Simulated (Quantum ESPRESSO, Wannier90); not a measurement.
# Wannierisation of CuI (P4/nmm)

Materials Project entry mp-22863; symmetrised, unrelaxed at this level. Not found in the COD (Crystallography Open Database) copy used, which has the formula in other groups; not checked further. Method: PBEsol plane waves in Quantum ESPRESSO 7.5 (PseudoDojo norm-conserving files, 74 Ry, spinors with spin-orbit coupling), Bloch states on a 6×6×4 mesh through Γ, Wannier90 4.0.1. Density: 8×8×6 mesh, Gaussian smearing 0.01 Ry. A non-magnetic state is assumed, with no Hubbard U; filled 3d bands tend to lie too high at this level. The cell is built of weakly bound layers, chains or molecules, whose nearest atoms lie 4.30 Å apart. Database cells relaxed without dispersion often hold them too far apart, which can enlarge gaps and weakens couplings between them; spacing and stacking were not compared with the measured crystal.

On the energy scale of pw.x, whose zero is arbitrary, the valence-band maximum lies at 6.94 eV.

Input w.win:

```
num_bands = 4
num_wann = 4
exclude_bands = 1-4,9-78
spinors = true
num_iter = 800
conv_tol = 1.0e-6
conv_window = 4
write_hr = true
write_u_matrices = true
auto_projections = true
begin unit_cell_cart
ang
    4.0902000000    0.0000000000    0.0000000000
    0.0000000000    4.0902000000    0.0000000000
    0.0000000000    0.0000000000    6.5514600000
end unit_cell_cart
begin atoms_frac
Cu   0.5000000000  0.5000000000  0.0000000000
Cu   0.0000000000  0.0000000000  0.0000000000
I    0.5000000000  0.0000000000  0.2569700000
I    0.0000000000  0.5000000000 -0.2569700000
end atoms_frac
mp_grid = 6 6 4
begin kpoints
0.0000000000 0.0000000000 0.0000000000
0.0000000000 0.0000000000 0.2500000000
0.0000000000 0.0000000000 0.5000000000
... (141 more lines: the 6x6x4 mesh through Gamma)
end kpoints
```

Input of pw2wannier90.x that gives the overlap and projection files (equivalent; here they were cut from one run over all bands):

```
&inputpp
  outdir = './out'
  prefix = 'pwscf'
  seedname = 'w'
  write_amn = .true.
  write_mmn = .true.
  scdm_proj = .true.
  scdm_entanglement = 'isolated'
/
```

Output w.wout (banner and timings cut):

```
                                    ------
                                    SYSTEM
                                    ------

                              Lattice Vectors (Ang)
                    a_1     4.090200   0.000000   0.000000
                    a_2     0.000000   4.090200   0.000000
                    a_3     0.000000   0.000000   6.551460

                   Unit Cell Volume:     109.60420  (Ang^3)

                        Reciprocal-Space Vectors (Ang^-1)
                    b_1     1.536156   0.000000   0.000000
                    b_2     0.000000   1.536156   0.000000
                    b_3     0.000000   0.000000   0.959051

 *----------------------------------------------------------------------------*
 |   Site       Fractional Coordinate          Cartesian Coordinate (Ang)     |
 +----------------------------------------------------------------------------+
 | cu   1   0.50000   0.50000   0.00000   |    2.04510   2.04510   0.00000    |
 | cu   2   0.00000   0.00000   0.00000   |    0.00000   0.00000   0.00000    |
 | i    1   0.50000   0.00000   0.25697   |    2.04510   0.00000   1.68353    |
 | i    2   0.00000   0.50000  -0.25697   |    0.00000   2.04510  -1.68353    |
 *----------------------------------------------------------------------------*
                                ------------
                                K-POINT GRID
                                ------------

             Grid size =  6 x  6 x  4      Total points =  144

 *---------------------------------- MAIN ------------------------------------*
 |  Number of Wannier Functions               :                 4             |
 |  Number of Objective Wannier Functions     :                 4             |
 |  Number of input Bloch states              :                 4             |
 |  Output verbosity (1=low, 5=high)          :                 1             |
 |  Timing Level (1=low, 5=high)              :                 1             |
 |  Optimisation (0=memory, 3=speed)          :                 3             |
 |  Length Unit                               :               Ang             |
 |  Post-processing setup (write *.nnkp)      :                 F             |
 |  Using Gamma-only branch of algorithms     :                 F             |
 *----------------------------------------------------------------------------*
 *------------------------------- WANNIERISE ---------------------------------*
 |  Total number of iterations                :               800             |
 |  Number of CG steps before reset           :                 5             |
 |  Trial step length for line search         :             2.000             |
 |  Convergence tolerence                     :         0.100E-05             |
 |  Convergence window                        :                 4             |
 |  Iterations between writing output         :                 1             |
 |  Iterations between backing up to disk     :               100             |
 |  Write r^2_nm to file                      :                 F             |
 |  Write xyz WF centres to file              :                 F             |
 |  Write on-site energies <0n|H|0n> to file  :                 F             |
 |  Use guiding centre to control phases      :                 F             |
 |  Use phases for initial projections        :                 F             |
 *----------------------------------------------------------------------------*
 *-------------------------------- PLOTTING ----------------------------------*
 |  Plotting Hamiltonian in WF basis          :                 T             |
 *----------------------------------------------------------------------------*

 *---------------------------------- K-MESH ----------------------------------*
 +----------------------------------------------------------------------------+
 |                    Distance to Nearest-Neighbour Shells                    |
 |                    ------------------------------------                    |
 |          Shell             Distance (Ang^-1)          Multiplicity         |
 |          -----             -----------------          ------------         |
 |             1                   0.239763                      2            |
 |             2                   0.256026                      4            |
 |             3                   0.350764                      8            |
 |             4                   0.362075                      4            |
 |             5                   0.434264                      8            |
 |             6                   0.479526                      2            |
 |             7                   0.512052                      4            |
 |             8                   0.543594                      8            |
       ... (lines left out)
 +----------------------------------------------------------------------------+
 | The b-vectors are chosen automatically                                     |
 | The following shells are used:                       1,  2                 |
 +----------------------------------------------------------------------------+
 |                        Shell   # Nearest-Neighbours                        |
 |                        -----   --------------------                        |
 |                          1               2                                 |
 |                          2               4                                 |
 +----------------------------------------------------------------------------+
 | Completeness relation is fully satisfied [Eq. (B1), PRB 56, 12847 (1997)]  |
 +----------------------------------------------------------------------------+
 |                  b_k Vectors (Ang^-1) and Weights (Ang^2)                  |
 |                  ----------------------------------------                  |
 |            No.         b_k(x)      b_k(y)      b_k(z)        w_b           |
 |            ---        --------------------------------     --------        |
 |             1         0.000000    0.000000    0.239763     8.697740        |
 |             2         0.000000    0.000000   -0.239763     8.697740        |
 |             3         0.000000    0.256026    0.000000     7.627845        |
 |             4         0.256026    0.000000    0.000000     7.627845        |
 |             5         0.000000   -0.256026    0.000000     7.627845        |
 |             6        -0.256026    0.000000    0.000000     7.627845        |
 +----------------------------------------------------------------------------+
 |                           b_k Directions (Ang^-1)                          |
 |                           -----------------------                          |
 |            No.           x           y           z                         |
 |            ---        --------------------------------                     |
 |             1         0.000000    0.000000    0.239763                     |
 |             2         0.000000    0.256026    0.000000                     |
 |             3         0.256026    0.000000    0.000000                     |
 +----------------------------------------------------------------------------+

 Starting a new Wannier90 calculation ...

 Reading overlaps from w.mmn

 Reading projections from w.amn

 *------------------------------- WANNIERISE ---------------------------------*
 +--------------------------------------------------------------------+<-- CONV
 | Iter  Delta Spread     RMS Gradient      Spread (Ang^2)            |<-- CONV
 +--------------------------------------------------------------------+<-- CONV

 ------------------------------------------------------------------------------
 Initial State
  WF centre and spread    1  ( -2.045100,  2.045100, -0.000000 )     0.18858324
  WF centre and spread    2  ( -0.000000, -0.000000,  0.000000 )     0.18858348
  WF centre and spread    3  (  0.000000,  0.000000,  0.000000 )     0.18858007
  WF centre and spread    4  (  2.045100, -2.045100, -0.000000 )     0.18858028
  Sum of centres and spreads (  0.000000, -0.000000,  0.000000 )     0.75432709

      0     0.754E+00     0.0000000000        0.7543270788  <-- CONV
        O_D=      0.0000012 O_OD=      0.0000072 O_TOT=      0.7543271 <-- SPRD
 ------------------------------------------------------------------------------
      1    -0.332E-05     0.0030021039        0.7543237620  <-- CONV
        O_D=      0.0000003 O_OD=      0.0000048 O_TOT=      0.7543238 <-- SPRD
      2    -0.162E-05     0.0015684908        0.7543221464  <-- CONV
        O_D=      0.0000002 O_OD=      0.0000032 O_TOT=      0.7543221 <-- SPRD
      3    -0.183E-05     0.0015449201        0.7543203124  <-- CONV
        O_D=      0.0000002 O_OD=      0.0000014 O_TOT=      0.7543203 <-- SPRD
      4    -0.103E-05     0.0013760588        0.7543192787  <-- CONV
        O_D=      0.0000001 O_OD=      0.0000004 O_TOT=      0.7543193 <-- SPRD
      5    -0.407E-06     0.0008890850        0.7543188714  <-- CONV
        O_D=      0.0000001 O_OD=      0.0000001 O_TOT=      0.7543189 <-- SPRD
      6    -0.106E-06     0.0004873624        0.7543187654  <-- CONV
        O_D=      0.0000000 O_OD=      0.0000000 O_TOT=      0.7543188 <-- SPRD
      7    -0.251E-07     0.0002638852        0.7543187402  <-- CONV
        O_D=      0.0000000 O_OD=      0.0000000 O_TOT=      0.7543187 <-- SPRD
      8    -0.140E-07     0.0001627995        0.7543187262  <-- CONV
        O_D=      0.0000000 O_OD=      0.0000000 O_TOT=      0.7543187 <-- SPRD
             <<<     Delta < 1.000E-06  over  4 iterations     >>>
             <<< Wannierisation convergence criteria satisfied >>>
 Final State
  WF centre and spread    1  ( -2.045100,  2.045100, -0.000000 )     0.18857966
  WF centre and spread    2  ( -0.000000, -0.000000,  0.000000 )     0.18857971
  WF centre and spread    3  (  0.000000, -0.000000,  0.000000 )     0.18857971
  WF centre and spread    4  (  2.045100, -2.045100, -0.000000 )     0.18857966
  Sum of centres and spreads (  0.000000, -0.000000,  0.000000 )     0.75431873

         Spreads (Ang^2)       Omega I      =     0.754318713
        ================       Omega D      =     0.000000006
                               Omega OD     =     0.000000007
    Final Spread (Ang^2)       Omega Total  =     0.754318726
```
